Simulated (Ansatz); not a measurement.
**Question.** Write an Ansatz input for a full relaxation of cell and atoms of Y with PBE (scalar-relativistic), a cutoff of 420 eV (density cutoff 4 times that), a Γ-centred 6×6×4 mesh and Gaussian smearing of 0.05 eV, without spin polarisation. Stop at forces under 0.03 eV/Å and stress under 0.6 GPa, or after 60 steps. Forces, stress and eigenvalues are wanted. The structure:
```
Y
1.0
     3.6500000000    0.0000000000    0.0000000000
    -1.8250000000    3.1609927238    0.0000000000
     0.0000000000    0.0000000000    5.7341500000
Y
2
Direct
  0.3333333333 0.6666666667 0.7500000000
  0.6666666667 0.3333333333 0.2500000000
```

**Answer.** 
```yaml
crystal:
  lattice:
    - [3.65, 0.0, 0.0]
    - [-1.825, 3.1609927238, 0.0]
    - [0.0, 0.0, 5.73415]
  atoms:
    - { symbol: "Y", position: [0.3333333333, 0.6666666667, 0.75] }
    - { symbol: "Y", position: [0.6666666667, 0.3333333333, 0.25] }
basis:
  ecutwfc: 420
  ecutrho_ratio: 4
kpoints:
  mp_grid: { grid: [6, 6, 4] }
hamiltonian:
  xc: pbe
scf:
  occupations: { method: gaussian, width: 0.05 }
output:
  forces: true
  stress: true
  eigenvalues: true
relax:
  f_tol: 0.03
  max_steps: 60
  cell: { stress_tol: 0.6 }
```

Run as written, it has 22 valence electrons, 1267 plane waves at Γ (in the final cell), 24 symmetry operations and 21 irreducible k-points; it took 13 SCF iterations in all.
